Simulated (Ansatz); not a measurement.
Consider the following.

GePd₂:
```xyz
9
Lattice="6.7039 0.0000 0.0000 -3.3520 5.8058 0.0000 0.0000 0.0000 3.4751" Properties=species:S:1:pos:R:3 pbc="T T T"
Ge     3.3520     1.9353     0.0000
Ge     0.0000     3.8705     0.0000
Ge     0.0000     0.0000     1.7376
Pd     4.0750     0.0000     1.7376
Pd     1.3145     2.2767     1.7376
Pd    -2.0375     3.5291     1.7376
Pd    -0.8997     1.5583     0.0000
Pd     1.7994     0.0000     0.0000
Pd     2.4523     4.2475     0.0000
```

This is the r²SCAN-relaxed structure.

All from r²SCAN (plane waves, PAW; program Ansatz), unless another level is named. Give the electronic character.

metallic (no gap).

Predict the density of states at the Fermi level.

0.20 states/eV per atom (mean over ±0.08 eV).

Give the formation energy from the elements (no fitted shifts).

-51 kJ/mol of atoms.

Space group P-62m. The first step of the workflow began from a Materials Project structure, measured or hypothetical; the Crystallography Open Database copy checked does not list it. Its standing as an ambient phase is unchecked. The r²SCAN relaxation kept the symmetry of its start; whether a distortion lowers the energy is not shown. No spin polarisation was allowed. The references are the lowest solids computed at this level, not always the standard phases. Scalar-relativistic: spin–orbit coupling is off unless named, which matters more the heavier the elements.

Potentials: the later of the program's two PAW sets.
